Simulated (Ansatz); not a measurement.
CrI$_{3}$:
```
CELL_PARAMETERS angstrom
      3.46026     1.99778     6.71130
     -3.46026     1.99778     6.71130
      0.00000    -3.99556     6.71130
ATOMIC_POSITIONS crystal
  Cr 0.33366 0.33366 0.33366
  Cr 0.66634 0.66634 0.66634
  I  0.07655 0.72517 0.43135
  I  0.43135 0.07655 0.72517
  I  0.72517 0.43135 0.07655
  I  0.92345 0.27483 0.56865
  I  0.56865 0.92345 0.27483
  I  0.27483 0.56865 0.92345
```
Starting moments (μB, in the order of the atoms Cr Cr I I I I I I): 3.3 3.3 -0.1 -0.1 -0.1 -0.1 -0.1 -0.1.

Relaxed with r²SCAN+D4.

**Question.** Map the spin density (μB/Å³) on the plane through (0.334, 0.334, 0.334) spanned by u = [1, -1, 0] and v = [1, 1, 1] in lattice vectors, from DFT-r²SCAN+D4 in the program Ansatz with PAW potentials.

**Answer.** x is the fraction of u, y of v (the angle between them is 90°; rows are the nearest grid lines); atoms in the plane: Cr at (0.00, 0.00), Cr at (0.00, 0.33), I at (0.65, 0.74), I at (0.35, 0.59).
```
|974200000000000000000000000000002479|
|000000000000000000000000000000000000|
|000000000000000000000000000000000000|
|000000000000000000000000000000000000|
|000000000000000000000000000000000000|
|000000000000000000000000000000000000|
|000000000000000000000000000000000000|
|000000000000000000000000000000000000|
|000000000000000000000000000000000000|
|000000000000000000000000000000000000|
|000000000000000000000000000000000000|
|000000000000000000000000000000000000|
|000000000000000000000000000000000000|
|000000000000000000000000000000000000|
|000000000000000000000000000000000000|
|542100000000000000000000000000000145|
|210000000000000000000000000000000012|
|000000000000000000000000000000000000|
|000000000000000000000000000000000000|
|000000000000000000000000000000000000|
|000000000000000000000000000000000000|
|000000000000000000000000000000000000|
|000000000000000000000000000000000000|
|974200000000000000000000000000002479|
```
Scale: ten equal steps from -0.033 (start of '0') to 5.02 (end of '9'), in the order '0123456789'; x runs from 0.000 to 1.00, y from 0.000 (bottom) to 1.00 (top).

The density is the valence pseudo-density with augmentation charge, so density and ELF within about 1 Å of a nucleus are not all-electron values.

Space group R-3. Symmetry was held in the r²SCAN+D4 relaxation. Spin order of the final state: ferromagnetic, chosen from 4 collinear starts compared on coarse meshes (ties went to the first, and starts can fall back to one state), not a proven ground state. The volume moved by 23 % from the start of the relaxation. Other orbital occupations within this spin state were not tried. No Hubbard U is applied. Spin–orbit coupling is left out wherever it is not named.

Potentials: the later of the program's two PAW sets.
